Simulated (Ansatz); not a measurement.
Fe:
```
CELL_PARAMETERS angstrom
     -1.40233     1.40233     1.40233
      1.40233    -1.40233     1.40233
      1.40233     1.40233    -1.40233
ATOMIC_POSITIONS crystal
  Fe 0.00000 0.00000 0.00000
```
Starting moments (μB, in the order of the atoms Fe): 2.2.

Relaxed with PBE+D3(BJ). Special points in fractions of this cell's reciprocal vectors: Γ (0.000, 0.000, 0.000); H (0.500, -0.500, 0.500); N (0.000, 0.000, 0.500); P (0.250, 0.250, 0.250).

### Question
List the band energies nearest the Fermi level at these points for DFT-PBE+D3(BJ) in the program Ansatz with PAW potentials.

### Answer
In eV from the Fermi level; about four levels below and three above (degenerate sets whole), none deeper than 8.9 eV; … stands for higher levels left out; points with the same levels are listed once.

```json
[
 {"k": "Γ ↑", "below": "-2.35 -2.35 -2.35 -1.09 -1.09", "above": "…"},
 {"k": "H ↑", "below": "-5.06 -5.06", "above": "0.20 0.20 0.20"},
 {"k": "N ↑", "below": "-5.13 -3.50 -1.01 -0.89", "above": "0.42 0.49 …"},
 {"k": "P ↑", "below": "-3.35 -3.35 -3.35 -0.85 -0.85", "above": "…"},
 {"k": "Γ ↓", "below": "-8.56 -0.55 -0.55 -0.55", "above": "…"},
 {"k": "H ↓", "below": "-3.29 -3.29", "above": "2.29 2.29 2.29"},
 {"k": "N ↓", "below": "-3.91 -1.89", "above": "0.53 1.47 1.90"},
 {"k": "P ↓", "below": "-2.04 -2.04 -2.04", "above": "1.95 1.95 …"}
]
```

Space group Im-3m (bcc (W type)). Symmetry was held in the PBE+D3(BJ) relaxation. The final state is ferromagnetic, chosen from 3 collinear starts compared on coarse meshes (ties went to the first, and starts can fall back to one state), not a proven ground state. Textbook magnetic order: ferromagnetic. The pairwise dispersion correction was not fitted to metals.

Potentials: the later of the program's two PAW sets.
